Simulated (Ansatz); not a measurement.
KZr2: changing the functional

It takes space group Fm-3m (No. 225, cubic). Conventional cell: a = 7.158 Å, b = 7.158 Å, c = 7.158 Å, α = 90.00°, β = 90.00°, γ = 90.00°. K (site symmetry m-3m) is surrounded by 8 Zr at 3.10 Å. Zr (site symmetry -43m) is surrounded by 4 K at 3.10 Å.

The cell comes from a database or a generator and needn't be the stable form of this composition.

Kept alike: task band structure; k mesh 7 × 7 × 7; occupations fermi-dirac, width 0.05 eV; no spin polarisation. Program: Ansatz, Ansatz PAW. Cutoffs run from 420 to 500 eV. The mesh is that of the run's cell of 3 atoms. No spin-orbit coupling.

```csv
functional,pressure (GPa)
BLYP,1.83
LDA,-3.72
PBE,-0.01
PBEsol,-2.10
RPBE,1.51
r2SCAN,-0.44
revPBE,1.10
```

Pressure is positive in compression, with a Pulay correction for the finite cutoff. For a metal such a mesh leaves the last digits unconverged. All rows use potentials made for PBE.

Problem. What does the functional change here?

Solution. The pressure runs from -3.72 (LDA) to 1.83 GPa (BLYP). From PBE: BLYP +1.84; LDA -3.71; PBEsol -2.09; RPBE +1.52; r2SCAN -0.43; revPBE +1.11. A positive pressure means that the functional's own cell is larger than the one given, a negative one that it is smaller.
